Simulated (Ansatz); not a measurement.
Zn₄TeSeSO in space group P222 (No. 16; Pearson symbol oP8) under volume change, plane-wave PAW PBE (Ansatz code), shape and atoms relaxed at each volume.

| V (Å³/atom) | E − E(relaxed) (meV/atom) | P (GPa) |
|---|---|---|
| 19.514 | 17.0 | 4.63 |
| 20.137 | 4.0 | 2.13 |
| 20.759 | 0.0 | 0.00 |
| 21.382 | 3.6 | -1.80 |
| 22.005 | 13.6 | -3.33 |

What does a third-order Birch–Murnaghan fit give for V₀, B₀ and B′?

V₀ = 20.76 Å³/atom, B₀ = 65.1 GPa, B′ = 4.5.

The start of the workflow was typed in or built on a structure type; neither database checked (COD, Materials Project) lists it. Whether it is the stable phase at ambient conditions was not checked. Symmetry was held in the PBE relaxation; its stability against distortions is not shown here. Spin–orbit coupling is left out wherever it is not named.

Potentials: the earlier of the program's two PAW sets.
